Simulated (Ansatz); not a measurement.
BeTe (zinc blende, space group No. 216) at seven volumes, DFT-PBE in the program Ansatz with PAW potentials, scaled uniformly. One row is withheld.

```json
[
 {"V (Å³/atom)": "20.667", "P (GPa)": "6.43"},
 {"V (Å³/atom)": "21.348", "P (GPa)": "3.95"},
 {"V (Å³/atom)": "22.030", "P (GPa)": "1.83"},
 {"V (Å³/atom)": "22.711", "P (GPa)": "0.00"},
 {"V (Å³/atom)": "23.392", "P (GPa)": "-1.57"},
 {"V (Å³/atom)": "24.074", "P (GPa)": "?"},
 {"V (Å³/atom)": "24.755", "P (GPa)": "-4.09"}
]
```

Task: Fit the shown pressures and predict the withheld one.

Result: P = (3/2)B₀(x^(7/2) − x^(5/2))[1 + (3/4)(B′ − 4)(x − 1)] with x = (V₀/V)^(2/3). Least squares on the six rows gives V₀ = 22.711 Å³/atom, B₀ = 56.4 GPa, B′ = 4.01. At V = 24.074, x = 0.9619 and P = -2.92 GPa. The run itself gave -2.93 GPa.

Space group F-43m (zinc blende). Symmetry was held in the PBE relaxation; of distortions, only those at the zone centre were tested. Scalar-relativistic: spin–orbit coupling is off unless named, which matters more the heavier the elements.

Potentials: the later of the program's two PAW sets.
